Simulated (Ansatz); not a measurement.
Values for one crystal, relaxed and computed with r²SCAN in the plane-wave PAW code Ansatz; other levels are named.

```yaml
volume_per_atom: 13.71 Å³
electronic_character: metallic (no gap)
Bulk modulus (Birch–Murnaghan fit): 153 GPa
Pressure derivative B′: 4.3
Formation energy from the elements (no fitted shifts): -0.82 eV/atom
Density of states at the Fermi level: 0.71 states/eV per atom (mean over ±0.08 eV)
```

**Question.** Pick the material that matches.
A. LuNi2Ge2, I4/mmm (Lu on 2a, Ni on 4d, Ge on 4e)
B. ScSi2Ni2, I4/mmm (Sc on 2a, Ni on 4d, Si on 4e)
C. TiSi, CsCl type
D. ScSi, CsCl type

**Answer.** B, ScSi2Ni2, I4/mmm (Sc on 2a, Ni on 4d, Si on 4e)

The workflow started from an entry of the Crystallography Open Database (COD). Its standing as an ambient phase is unchecked. Symmetry was held in the r²SCAN relaxation; whether a distortion lowers the energy is not shown. The workflow began spin-polarised and lost its moments. The references are the lowest solids computed at this level, not always the standard phases.

Potentials: the later of the program's two PAW sets.
